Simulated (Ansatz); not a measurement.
SrVO3 (cubic perovskite)

```
SrVO3
1.0
    3.85762     0.00000     0.00000
    0.00000     3.85762     0.00000
    0.00000     0.00000     3.85762
Sr V O
1 1 3
Direct
  0.00000   0.00000   0.00000
  0.50000   0.50000   0.50000
  0.00000   0.50000   0.50000
  0.50000   0.50000   0.00000
  0.50000   0.00000   0.50000
```

The slice is a {210} plane (indices of the conventional cell) through the point (0.000, 0.500, 0.500) (fractional), spanned by u = [100] and v = [021] in vectors of this cell: u (3.86 Å) and v (8.63 Å, at 90° to u). It covers one period; positions are fractions (u, v).

Calculation: PBE (plane waves to 420 eV, PAW, scalar-relativistic; Ansatz, a first-principles code). k mesh 12×12×12. Inside the PAW spheres the values are not all-electron values, and peaks at nuclei hang on which shells count as valence. SrVO3 is run without spin polarisation and with no Hubbard U. SrVO3 was relaxed with its symmetry unable to fall.

Task: What is the valence density on the shortest V–O line in this plane (1.93 Å), at its midpoint?

Result: 0.76 e/Å³.

Task: What is the ELF at the midpoint of the shortest V–O line in this plane (1.93 Å)?

Result: 0.2.

Task: Sketch the valence electron density on this plane as a map.

Result: 
```
v \ u  0.00  0.14  0.29  0.43  0.57  0.71  0.86
-----  ----  ----  ----  ----  ----  ----  ----
0.88   -0.6  -0.8  -0.8  -0.4  -0.4  -0.8  -0.8
0.75   -0.2  -0.5  -0.8  -0.5  -0.5  -0.8  -0.5
0.62   -0.4  -0.7  -0.9  -0.7  -0.7  -0.9  -0.7
0.50   -1.5  -1.1  -0.2   0.8   0.8  -0.2  -1.1
0.38   -0.4  -0.7  -0.9  -0.7  -0.7  -0.9  -0.7
0.25   -0.2  -0.5  -0.8  -0.5  -0.5  -0.8  -0.5
0.12   -0.6  -0.8  -0.8  -0.4  -0.4  -0.8  -0.8
0.00    0.9   0.4   0.0   1.1   1.1   0.0   0.4
```

Values: log₁₀ of the valence density in e/Å³. The scale is logarithmic, as a density can span decades between atoms and voids.
